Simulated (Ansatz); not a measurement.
A geometry of MoS$_{2}$ away from equilibrium: step 3 of the relaxation of a relaxed MoS2 cell stretched uniformly to 150 % of its volume. Calculation: r2SCAN (plane waves to 500 eV, PAW, scalar-relativistic; Ansatz, a quantum-chemistry and plane-wave program). Γ-centred k-mesh 7×7×7 on the run's cell (coarser than for final values), Fermi–Dirac smearing 0.05 eV. The plane waves were selected for a different cell earlier on the path.

```xyz
3
Lattice="1.6711 0.9648 7.1319 -1.6711 0.9648 7.1319 0.0000 -1.9296 7.1319" Properties=species:S:1:pos:R:3 pbc="T T T"
Mo     0.0000     0.0000    21.3955
S      0.0000     0.0000    15.7449
S      0.0000     0.0000    12.7823
```

Task: What forces act on the atoms (eV/Å)?

Result: 
```
atom    Fx    Fy     Fz
----  ----  ----  -----
Mo1   0.00  0.00   0.00
S2    0.00  0.00   0.52
S3    0.00  0.00  -0.52
```

The path ends in R3m (No. 160). No spin polarisation in the result. No dispersion correction is included, so spacings between layers, chains or molecules are soft and tend to come out too large.

The run could not lose the symmetry of its start.

Without dispersion the volume is uncertain too.
